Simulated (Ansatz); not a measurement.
A geometry of ZnSnN2 away from equilibrium: step 12 of the relaxation of a relaxed ZnSnN2 cell displaced along its unstable phonon at q = Γ (421i cm⁻¹), largest move 0.15 Å. Method: PBE (plane waves to 420 eV, PAW, scalar-relativistic; Ansatz, an electronic-structure program). Γ-centred k-mesh 8×8×10 on the run's cell (coarser than for final values), Fermi–Dirac smearing 0.05 eV.

```
CELL_PARAMETERS angstrom
      3.62187     0.00000     0.00000
      0.00000     3.62187     0.00000
      0.00000     0.00000     3.99773
ATOMIC_POSITIONS crystal
  Zn 0.50000 0.50000 0.50000
  Sn 0.00000 0.00000 0.00000
  N  0.00000 0.50000 0.26510
  N  0.50000 0.00000 0.73490
```

**Question.** Which atoms carry the largest force, and which way does it point?

**Answer.** 0.02 eV/Å, on N3, N4 (atoms numbered as listed); on N4 its components are (0.00, 0.00, 0.02).

**Question.** What is the pressure?

**Answer.** +3.6 GPa, compression positive.

No spin polarisation in the result.

The run could not lose the symmetry of its start: the end is stationary, and may be a saddle point rather than a minimum.

The end of the path is a generated cell of ZnSnN2: the first start was made by placing the elements on the sites of a structure type, and the end was not matched to a known phase here, so it may be hypothetical.
